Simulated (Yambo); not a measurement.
```xyz
3
Lattice="1.5769 0.9104 5.9962 -1.5769 0.9104 5.9962 0.0000 -1.8208 5.9962" Properties=species:S:1:pos:R:3 pbc="T T T"
S      0.0000     0.0000     7.5564
S      0.0000     0.0000     4.4287
Mo     0.0000     0.0000    17.9841
```

Workflow: norm-conserving PBEsol (Quantum ESPRESSO, 80 Ry, scalar-relativistic), then G0W0 in Yambo (6×6×6 Γ-centred k mesh, bands 2 to 107 and a 8 Ry block in the screening, 107 bands in G with the Bruneval-Gonze terminator, plasmon pole fitted at 27.2 eV).

Question: Give the PBEsol and G0W0 gaps between the band edges found on this mesh, and say where the edges lie.

Answer: Edges: Z → (0, 0.167, -0.167). PBEsol: 0.75 eV; G0W0: 1.14 eV. Convergence of the G0W0 settings was not tested. Spin-orbit splittings are left out.

Geometry relaxed with PBE+D3(BJ).
